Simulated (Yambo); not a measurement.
```xyz
6
Lattice="3.6279 0.0000 0.0000 0.0000 11.0362 0.0000 0.0000 0.0000 3.4550" Properties=species:S:1:pos:R:3 pbc="T T T"
Cl     3.4268     9.5050     0.0000
Cl     0.2011     1.5312     0.0000
Cl     1.6129     7.0493     1.7275
Cl     2.0151     3.9869     1.7275
Pt     0.0000     0.0000     1.7275
Pt     1.8140     5.5181     0.0000
```

Workflow: PBEsol (Quantum ESPRESSO, PseudoDojo norm-conserving, 84 Ry, no spin-orbit coupling), then G0W0 in Yambo (4×1×4 Γ-centred k mesh, bands 9 to 215 and a 7 Ry block in the screening, 215 bands in G with the Bruneval-Gonze terminator, plasmon pole fitted at 27.2 eV).

Question: Give the PBEsol and G0W0 gaps between the band edges found on this mesh, and say where the edges lie.

Answer: Edges: Γ → (0, 0, 0.25). PBEsol: 0.63 eV; G0W0: 2.40 eV. Among the k points computed, the smallest G0W0 gap is 2.26 eV, (-0.5, 0, -0.5) → (0, 0, 0.25). Nearest settings tried, and what they do to the gap: 141 bands in G: +1 meV; 105 bands in W: +4 meV; 1 Ry block (19 vectors against 289): +622 meV. Not varied: mesh. So the settings aren't converged at that level. The k mesh is coarse. Without spin-orbit coupling, band edges of such heavy elements can be off by tenths of an eV.

Geometry relaxed with PBE+D3(BJ).

The structure is a Materials Project entry; no match was found in the copy of COD used, and its stability was not checked.
